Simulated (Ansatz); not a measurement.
A relaxed structure of RbCaBr3. All values below come from PBEsol (plane waves to 420 eV, PAW, scalar-relativistic; Ansatz, a quantum-chemistry and plane-wave program).

```cif
data_Br12Ca4Rb4
_chemical_formula_sum 'Rb4 Ca4 Br12'
_space_group_name_H-M_alt 'P 1'
_space_group_IT_number 1
_cell_length_a 7.98924
_cell_length_b 11.07876
_cell_length_c 7.67945
_cell_angle_alpha 90.000
_cell_angle_beta 90.000
_cell_angle_gamma 90.000
loop_
_space_group_symop_operation_xyz
  'x, y, z'
loop_
_atom_site_label
_atom_site_type_symbol
_atom_site_fract_x
_atom_site_fract_y
_atom_site_fract_z
_atom_site_occupancy
Rb1 Rb 0.43381 0.25000 0.97965 1
Rb2 Rb 0.93381 0.25000 0.52035 1
Rb3 Rb 0.56619 0.75000 0.02035 1
Rb4 Rb 0.06619 0.75000 0.47965 1
Ca1 Ca 0.00000 0.00000 0.00000 1
Ca2 Ca 0.50000 0.50000 0.50000 1
Ca3 Ca 0.00000 0.50000 0.00000 1
Ca4 Ca 0.50000 0.00000 0.50000 1
Br1 Br 0.01600 0.25000 0.08341 1
Br2 Br 0.51600 0.25000 0.41659 1
Br3 Br 0.98400 0.75000 0.91659 1
Br4 Br 0.48400 0.75000 0.58341 1
Br5 Br 0.29777 0.54278 0.19896 1
Br6 Br 0.79777 0.95722 0.30104 1
Br7 Br 0.70223 0.04278 0.80104 1
Br8 Br 0.20223 0.45722 0.69896 1
Br9 Br 0.70223 0.45722 0.80104 1
Br10 Br 0.20223 0.04278 0.69896 1
Br11 Br 0.29777 0.95722 0.19896 1
Br12 Br 0.79777 0.54278 0.30104 1
```

**Question.** Find the space group and the Wyckoff positions (tolerance 0.01 Å).

**Answer.** Space group Pnma (No. 62); a = 7.9892 Å, b = 11.0788 Å, c = 7.6795 Å, α = 90.00°, β = 90.00°, γ = 90.00°

| atom | site | symmetry | x | y | z |
|---|---|---|---|---|---|
| Rb | 4c | .m. | 0.0662 | 0.7500 | 0.4797 |
| Ca | 4a | -1 | 0.0000 | 0.0000 | 0.0000 |
| Br | 4c | .m. | 0.0160 | 0.2500 | 0.0834 |
| Br | 8d | 1 | 0.2022 | 0.0428 | 0.6990 |

This is the AFLOW prototype AB3C_oP20_62_c_cd_a (as in CaTiO3).

**Question.** Give the shortest distances between elements (the closest pairs, up to four, under 3.6 Å).

**Answer.** Br–Ca 2.85 Å; Br–Rb 3.42 Å.

Volume per atom: 33.99 Å³
Density: 3.57 g/cm³
Band gap: 4.61 eV, direct within 0.03 eV (at Γ) (no spin-orbit coupling)
Smallest direct gap: 4.64 eV at Γ

No spin polarisation in the result.

The run could not lose the symmetry of its start.

The first start was generated by placing the elements on the sites of a structure type. Materials Project lists a structure of RbCaBr3 in the same space group, Pnma (No. 62); the sites were not compared with it, nor with measured phases.
